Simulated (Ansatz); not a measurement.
Here is the system:

ZrB₂:
```yaml
crystal:
  lattice:
    - [3.13282, 0.00000, 0.00000]
    - [-1.56641, 2.71310, 0.00000]
    - [0.00000, 0.00000, 3.48922]
  atoms:
    - { symbol: Zr, position: [0.00000, 0.00000, 0.00000] }
    - { symbol: B, position: [0.33333, 0.66667, 0.50000] }
    - { symbol: B, position: [0.66667, 0.33333, 0.50000] }
```

This is the LDA-relaxed structure. Cartesian axes are those of the cell as given.

### Question
All from the program Ansatz at the LDA level (PAW), unless another level is named. Estimate the Debye temperature from the elastic constants.

### Answer
959 K.

### Question
Give the elastic constants (relaxed ions, GPa).

### Answer
C11 = 606, C12 = 59.8, C13 = 137, C33 = 472, C44 = 276.

Space group P6/mmm. The LDA relaxation kept the symmetry of its start. No spin polarisation was allowed. As this level gives no gap, shear constants depend on the k-mesh and smearing (Fermi–Dirac, 0.1 eV here).

Potentials: the earlier of the program's two PAW sets. The files were generated under PBE; for other functionals the program regenerates the frozen cores, and for LDA and PBEsol the local potential too.
